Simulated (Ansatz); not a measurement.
ReSe2 in space group P-1 (No. 2; Pearson symbol aP12), r²SCAN+D4 (plane waves, PAW; program Ansatz), all energies at zero smearing, with the estimated change up to a 700 eV cutoff added, with one set of potentials and settings (totals compare only within such a set). Cell of 12 atoms (4 Re, 8 Se): -87355.739 eV.

| element | reference phase | E (eV/atom) |
|---|---|---|
| Re | P6_3/mmc, 4 atoms in the cell | -10881.0350 |
| Se | P3_121, 3 atoms in the cell | -5478.2513 |

Formation energy per atom, worked out: (-87355.739 − 4×(-10881.0350) − 8×(-5478.2513))/12 = -0.466 eV/atom (-45 kJ per mol of atoms), at 0 K, without zero-point energy or fitted corrections.

The first step of the workflow began from a Materials Project structure, measured or hypothetical; the Crystallography Open Database files this formula in space group No. 2, but the cells were not matched. Its standing as an ambient phase is unchecked. The cell was relaxed with r²SCAN+D4 under the symmetry of its start; its stability against distortions is not shown here. No spin polarisation was allowed. The references are the lowest solids computed at this level, not always the standard phases. Scalar-relativistic: spin–orbit coupling is off unless named, which matters more the heavier the elements.

Potentials: the later of the program's two PAW sets.
